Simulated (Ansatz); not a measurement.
Relaxed-ion elastic tensor of BAs (zinc blende, F-43m) in GPa (Voigt order), plane-wave PAW LDA (Ansatz code); density 5.37 g/cm³, 13.25 Å³ per atom.

```
 290  75.8  75.8   0.0   0.0   0.0
75.8   290  75.8   0.0   0.0   0.0
75.8  75.8   290   0.0   0.0   0.0
 0.0   0.0   0.0   156   0.0   0.0
 0.0   0.0   0.0   0.0   156   0.0
 0.0   0.0   0.0   0.0   0.0   156
```

Task: Is the crystal mechanically stable?

Result: Yes: the smallest eigenvalue of C is 156 GPa.

Task: Work out the Voigt, Reuss and Hill averages.

Result: K_V = 147, K_R = 147, K_H = 147; G_V = 136, G_R = 132, G_H = 134 GPa.

Task: Give Young's modulus, Poisson's ratio, Pugh's ratio and the universal anisotropy index.

Result: E = 9KG/(3K + G) = 309 GPa; ν = 0.15; K/G = 1.10 (brittle by the Pugh limit of 1.75); A_U = 5G_V/G_R + K_V/K_R − 6 = 0.17.

Task: Estimate the sound speeds and the Debye temperature.

Result: v_l = √((K + 4G/3)/ρ) = 7790 m/s, v_t = √(G/ρ) = 5000 m/s, mean 5490 m/s; Θ = (h/k)(3n/4πV)^(1/3) v_m = 691 K.

Task: Give the Zener ratio and Young's modulus along [100], [110] and [111].

Result: A = 2C44/(C11 − C12) = 1.46; 1/E = S11 − 2(S11 − S12 − S44/2)Γ with Γ = 0, 1/4, 1/3 gives 258, 319, 346 GPa.

Task: Solve the Christoffel equation for the three sound speeds along [100], [110], [111].

Result: Eigenvalues of C_ijkl n_j n_l equal ρv² (piezoelectric stiffening left out). In km/s, slowest first: [100] 5.39, 5.39, 7.34; [110] 4.46, 5.39, 7.94; [111] 4.79, 4.79, 8.13.

The cell was relaxed with LDA under the symmetry of its start; phonons on a q-mesh show no instability.

Potentials: the later of the program's two PAW sets.
